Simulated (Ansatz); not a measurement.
# Notes on a calculation: Rb (bcc)

**The experiment.** The Crystallography Open Database holds a measured cell of cubic Rb (space group Im-3m) at 77 K (1955, doi:10.1139/p55-003): a = 5.612 Å, 88.37 Å³/atom.

Level of theory: DFT, r²SCAN, scalar-relativistic, no spin polarisation; plane waves to 500 eV with PAW datasets (Ansatz 0.2.0), 10×10×10 k-mesh, Gaussian smearing of 0.05 eV. The datasets are Ansatz's generated set soft_2.

Starting cell, 1 % under the database's volume:

```
Rb
1.0
    -2.79500    2.79500    2.79500
     2.79500   -2.79500    2.79500
     2.79500    2.79500   -2.79500
Rb
1
Direct
  0.00000 0.00000 0.00000
```

The first steps of the search for zero pressure:

```csv
run,level,k-mesh,kind,V (Å³/atom),P (GPa),gap on the mesh (eV)
1,"PBE, 420 eV",6×6×6,fixed cell,87.34,0.1,metal
```

(1) At which volume does r²SCAN reach zero pressure?

Answer:

(1) 94.98 Å³/atom, about 8.8 % over the start.

The steps that followed:

```csv
run,level,k-mesh,kind,V (Å³/atom),P (GPa),E − E(final) (meV/atom),gap on the mesh (eV)
2,"PBE, 420 eV",6×6×6,fixed cell,87.69,0.1,–,metal
3,"PBE, 420 eV",6×6×6,fixed cell,91.87,0.0,–,metal
4,r²SCAN,10×10×10,fixed cell,91.87,0.1,0.8,metal
5,r²SCAN,10×10×10,fixed cell,92.24,0.1,0.6,metal
6,r²SCAN,10×10×10,fixed cell,94.98,0.0,0.0,metal
```

The cell is relaxed to zero pressure at this level.

The final structure (symmetry read at 0.01 Å). Symmetry: Im-3m, No. 229, cubic system. Conventional cell: a = 5.749 Å, b = 5.749 Å, c = 5.749 Å, α = 90.00°, β = 90.00°, γ = 90.00°. (Neighbours are counted to 15 % beyond the shortest distance.)

```
atom  site  symmetry       x       y       z
  Rb    2a      m-3m  0.0000  0.0000  0.0000
```

At the final geometry the gap, band path included, is zero (metallic). 

**What lies behind the numbers.**

The calculation's cell holds 9 valence electrons, an odd number. Without magnetic order each band takes two, so one stays part-filled and the crystal must be a metal.

**Against experiment.** r²SCAN gives 5.749 Å and 94.98 Å³/atom, +7.5 % in volume (+2.4 % in length) from the database's cell. The static lattice lacks zero-point motion and thermal expansion, so this level's own overestimate is larger than the figure.
